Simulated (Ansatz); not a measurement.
BaTiO$_{3}$:
```xyz
5
Lattice="3.9553 0.0000 0.0000 0.0000 3.9553 0.0000 0.0000 0.0000 4.0445" Properties=species:S:1:pos:R:3 pbc="T T T"
Ti     1.9777     1.9777     1.8079
Ba     0.0000     0.0000     3.7685
O      1.9777     1.9777     3.6479
O      1.9777     0.0000     1.6690
O      0.0000     1.9777     1.6690
```

The program Ansatz at the PBEsol level (PAW) gives a gap of 1.85 eV without spin–orbit coupling, maximum at A, minimum at Γ.

Q: What happens when spin–orbit coupling is switched on?

A: The gap hardly moves, to 1.85 eV; maximum at A, minimum at Γ.

Q: Give the electron effective mass with spin–orbit coupling.

A: 0.40, 0.40, 7.4 mₑ (principal values).

Q: Give the hole effective mass with spin–orbit coupling.

A: 0.80, 0.80, 21 mₑ (principal values).

Space group P4mm. The cell was relaxed with PBEsol under the symmetry of its start. The run is not spin-polarised.

Potentials: the later of the program's two PAW sets.
